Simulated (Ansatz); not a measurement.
ScAl2:
Space group I4/mmm (No. 139); a = b = 3.1176 Å, c = 11.1335 Å, α = β = γ = 90.00°

```tsv
atom	site	symmetry	x	y	z
Sc	2a	4/mmm	0.0000	0.0000	0.0000
Al	4e	4mm	0.0000	0.0000	0.3240
```
(The calculation used a cell of 3 atoms; values per cell refer to that cell.)

Relaxed with PBEsol.

**Question.** Decompose the optical modes at the zone centre into irreducible representations, and say which are infrared and Raman allowed.

**Answer.** Point group 4/mmm: Γ_opt = A1g + A2u + Eg + Eu. Infrared: A2u, Eu. Raman: A1g, Eg.

**Question.** Assign frequencies (DFPT, PBEsol (plane waves, PAW; program Ansatz)).

**Answer.** Eu 219, A2u 230, Eg 243, A1g 288 cm⁻¹.

A made-up cell: these elements were put on the sites of a structure type; neither database checked (COD, Materials Project) lists it. Whether it is the stable phase at ambient conditions was not checked. The PBEsol relaxation kept the symmetry of its start; whether a distortion lowers the energy is not shown. The run is not spin-polarised. As this level gives no gap, phonon frequencies hold no LO–TO term and depend on the k-mesh and smearing (Fermi–Dirac, 0.1 eV here). Axis ratios of metals converge slowly with the k-mesh, so a and c are less sure than the volume.

Potentials: the earlier of the program's two PAW sets. The files were generated under PBE; for other functionals the program regenerates the frozen cores, and for LDA and PBEsol the local potential too.
